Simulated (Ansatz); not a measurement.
ZnCu, DFT, PBEsol, all-electron LAPW, scalar-relativistic (Ansatz 0.2.0), run on 1 thread of Arm Neoverse V1 on a shared host.

The geometry is COD entry 9008814, unchecked; take it as a test cell. The listed cell was then made from it by scaling, straining or moving an atom.

Command: `ansatz run input.yaml --threads 1 --pin off --max-ram 3072MiB --backend cpu --events-out ev --progress --plain --runs-dir out`

```yaml
crystal:
  lattice:
    - [3.002759762, 0.0, 0.0]
    - [0.0, 3.002759762, 0.0]
    - [0.0, 0.0, 3.002759762]
  atoms:
    - { symbol: Zn, position: [0.5, 0.5, 0.5] }
    - { symbol: Cu, position: [0.0, 0.0, 0.0] }
kpoints:
  mp_grid: { grid: [14, 14, 14] }
  band_path:
    path:
      - [0.0, 0.0, 0.0]
      - [0.0, 0.5, 0.0]
      - [0.5, 0.5, 0.0]
      - [0.0, 0.0, 0.0]
      - [0.5, 0.5, 0.5]
      - [0.0, 0.5, 0.0]
      - [0.5, 0.5, 0.5]
      - [0.5, 0.5, 0.0]
    npoints: 5
scf:
  occupations: { method: fermi_dirac, width: 0.05 }
hamiltonian:
  xc: pbesol
  pseudopotentials: { kind: all_electron, lapw: { basis_error: 0.0005 } }
output:
  forces: true
  stress: true
  eigenvalues: true
```

How large is the problem that the program sets up?

120 irreducible k-points, 341 plane waves at Γ, 24 bands.

About how long does it take, and how much memory does it use?

40 s of wall time for 9 SCF iterations, with a peak of 0.54 GiB. Times on shared machines scatter by tens of per cent.
